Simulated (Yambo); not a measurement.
```xyz
12
Lattice="5.9868 0.0000 0.0000 0.0000 3.7730 0.0000 0.0000 0.0000 9.0732" Properties=species:S:1:pos:R:3 pbc="T T T"
O      2.7678     2.8297     8.3321
O      3.2190     0.9432     0.7411
O      0.2256     0.9432     3.7955
O      5.7612     2.8297     5.2777
O      4.4069     0.9432     6.8460
O      1.5799     2.8297     2.2272
O      4.5733     2.8297     2.3094
O      1.4135     0.9432     6.7638
Ti     2.9208     0.9432     7.8406
Ti     3.0660     2.8297     1.2326
Ti     0.0726     2.8297     3.3040
Ti     5.9142     0.9432     5.7692
```

Response from Yambo on LDA (Quantum ESPRESSO, PseudoDojo norm-conserving, 84 Ry, no spin-orbit coupling) bands: 4×4×2 mesh, 168 bands, 3 Ry local-field block, 0.2 eV broadening.

Problem. Give the static electronic dielectric constant without and with local fields along each axis.

Solution. 
```csv
field along,"ε(0), independent particles","ε(0), RPA with local fields",refractive index √ε
x,4.80,4.43,2.10
y,4.58,4.46,2.11
z,4.60,4.32,2.08
```
Electronic (clamped-ion) response only. LDA gaps are usually too small, which raises these values. Convergence of the RPA response with its 4×4×2 mesh was not tested. x, y and z are Cartesian axes of the cell as given.

Geometry of the Materials Project entry, not relaxed at this level.

This is not the ordinary phase of the substance.
